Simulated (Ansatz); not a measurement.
TiSi:
```yaml
crystal:
  lattice:
    - [1.81510, -2.07817, 0.00000]
    - [1.81510, 2.07817, 0.00000]
    - [0.00000, 0.00000, 3.81123]
  atoms:
    - { symbol: Ti, position: [0.50000, 0.50000, 0.00000] }
    - { symbol: Si, position: [0.00000, 0.00000, 0.50000] }
```

Relaxed with r²SCAN.

Question: Tabulate the valence density and the electron localisation function along the shortest Si–Si contact (2.76 Å), the program Ansatz at the r²SCAN level (PAW).

Answer: 

```
distance from Si (Å)  density (e/Å³)   ELF
--------------------  --------------  ----
0.28                            0.10  0.28
0.41                            0.19  0.23
0.55                            0.29  0.33
0.69                            0.36  0.50
0.83                            0.38  0.62
0.97                            0.36  0.66
1.10                            0.33  0.64
1.24                            0.30  0.61
1.38                            0.29  0.60
1.52                            0.30  0.61
1.66                            0.33  0.64
1.79                            0.36  0.66
1.93                            0.38  0.62
2.07                            0.36  0.50
2.21                            0.29  0.33
2.35                            0.19  0.23
2.48                            0.10  0.28
```

The density is the valence pseudo-density with augmentation charge, so density and ELF within about 1 Å of a nucleus are not all-electron values.

Space group Cmmm. The first step of the workflow began from a Materials Project structure, measured or hypothetical; the Crystallography Open Database copy checked does not list it. COD files the formula under space group No. 25, so this cell is another polymorph or a model. Whether it is the stable phase at ambient conditions was not checked. The cell was relaxed with r²SCAN under the symmetry of its start; of distortions, only those at the zone centre were tested. No spin polarisation was allowed.

Potentials: the later of the program's two PAW sets.
